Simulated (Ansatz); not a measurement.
AlP:
```
AlP
1.0
    0.00000     2.73522     2.73522
    2.73522     0.00000     2.73522
    2.73522     2.73522     0.00000
P Al
1 1
Cartesian
  4.10284   4.10284   4.10284
  0.00000   0.00000   0.00000
```

Relaxed with PBEsol.

Give the Bader charges and basin volumes of the independent atoms, PBEsol in the plane-wave PAW code Ansatz.



| atom | Bader charge (e) | Bader volume (Å³) |
|---|---|---|
| P1 | -2.08 | 34.0 |
| Al2 | +2.08 | 7.0 |

Space group F-43m (zinc blende). The cell was relaxed with PBEsol under the symmetry of its start.

Potentials: the later of the program's two PAW sets.
